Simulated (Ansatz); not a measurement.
## Structure relaxation, WS$_{2}$

The start is a generated trial cell of WS2 in the AFLOW prototype A2B_hP9_150_ef_bd (C22, as in Fe2P). The structure is fully relaxed (lattice and positions, P = 0) with r2SCAN (plane waves to 500 eV, PAW, scalar-relativistic; Ansatz, a quantum-chemistry and plane-wave program). The first steps use a coarse 4×4×6 k-mesh.

Input geometry:
```
WS2
1.0
    6.85102     0.00000     0.00000
   -3.42551     5.93316     0.00000
    0.00000     0.00000     4.04035
S W
6 3
Cartesian
  1.78127   0.00000   0.00000
 -0.89063   1.54262   0.00000
  2.53488   4.39054   0.00000
  4.11061   0.00000   2.02017
 -2.05531   3.55990   2.02017
  1.37020   2.37326   2.02017
  0.00000   0.00000   2.02017
  0.00000   3.95544   3.53530
  3.42551   1.97772   0.50504
```

* **Initial pressure**: -20 GPa (negative: the cell is under tension)
* **Outcome**: The space group stays P321 (No. 150) (the run could not lower it); the end is AFLOW prototype A2B_hP9_150_ef_bd (C22, as in Fe2P), with 9 atoms in the primitive cell
* **Energy released**: 0.30 eV/atom
* **Shortest distances (start → end)**: The closest pairs of elements (up to four, under 3.6 Å), start → end: S–W 2.58 → 2.33 Å; S–S 3.08 → 3.05 Å
* **Band gap at the end**: zero (metallic)
* **Optimiser moves**: 18

Relaxed structure:

Space group P321 (No. 150); a = b = 6.280 Å, c = 4.452 Å, α = β = 90.00°, γ = 120.00°

```csv
atom,site,symmetry,x,y,z
S,3e,.2.,0.0000,0.2800,0.0000
S,3f,.2.,0.3742,0.3742,0.5000
W,1b,32.,0.0000,0.0000,0.5000
W,2d,3..,0.6667,0.3333,0.2240
```

Final values are on a 9×9×11 k-mesh of the relaxed cell. No spin polarisation in the result.

The run could not lose the symmetry of its start, so the end can be a saddle point.

The relaxed structure here is a generated cell of WS2: the first start was made by placing the elements on the sites of a structure type, and the end was not matched to a known phase here, so it may be hypothetical. Known forms of WS2 include space group No. 194.
